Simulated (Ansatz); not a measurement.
Before relaxation, N put at a top Cu site (Cu, P6_3/mmc (No. 194), (0 0 1) face):

```yaml
crystal:
  lattice:
    - [2.51980, 0.00000, 0.00000]
    - [-1.25990, 2.18221, 0.00000]
    - [0.00000, 0.00000, 37.52932]
  atoms:
    - { symbol: Cu, position: [0.33333, 0.66667, 0.22649] }
    - { symbol: Cu, position: [0.00000, 0.00000, 0.28135] }
    - { symbol: Cu, position: [0.66667, 0.33333, 0.33621] }
    - { symbol: Cu, position: [0.00000, 0.00000, 0.39107] }
    - { symbol: Cu, position: [0.33333, 0.66667, 0.44592] }
    - { symbol: Cu, position: [0.00000, 0.00000, 0.50078] }
    - { symbol: Cu, position: [0.66667, 0.33333, 0.55563] }
    - { symbol: Cu, position: [0.00000, 0.00000, 0.61045] }
    - { symbol: Cu, position: [0.33333, 0.66667, 0.66522] }
    - { symbol: Cu, position: [0.00000, 0.00000, 0.72000] }
    - { symbol: N, position: [0.00000, 0.00000, 0.77435] }
```

Level of theory: DFT PBEsol, scalar-relativistic, plane waves, PAW in Ansatz. Cutoff 420 eV; k points 12×12×1 on the computed 11-atom cell (Γ-centred); Gaussian smearing, width 0.10 eV; no spin polarisation. The cell repeats along c with a dipole correction in the vacuum.

Atoms 1, 2, 3, 4, 5 (counted from 1) are held. The cell is fixed. Force threshold 0.03 eV/Å.

Q: Where does it end?

A: The energy falls by 0.272 eV in 6 steps, to:

```
Cu N
1.0
     2.51980    0.00000    0.00000
    -1.25990    2.18221    0.00000
     0.00000    0.00000   37.52932
Cu N
10 1
Direct
  0.33333 0.66667 0.22649
  0.00000 0.00000 0.28135
  0.66667 0.33333 0.33621
  0.00000 0.00000 0.39107
  0.33333 0.66667 0.44592
  0.00000 0.00000 0.50038
  0.66667 0.33333 0.55507
  0.00000 0.00000 0.60963
  0.33333 0.66667 0.66419
  0.00000 0.00000 0.71963
  0.00000 0.00000 0.76740
```

The end is the local minimum or symmetric point that this start leads to.

Spin polarisation was left out, and a magnetic state may lie lower.

The reference crystal is a form of Cu, which isn't its usual structure.

Cost: 1 run of about 13 core-minutes, on Intel Xeon Processor @ 2.50GHz (Skylake/Cascade Lake) (shared hosts).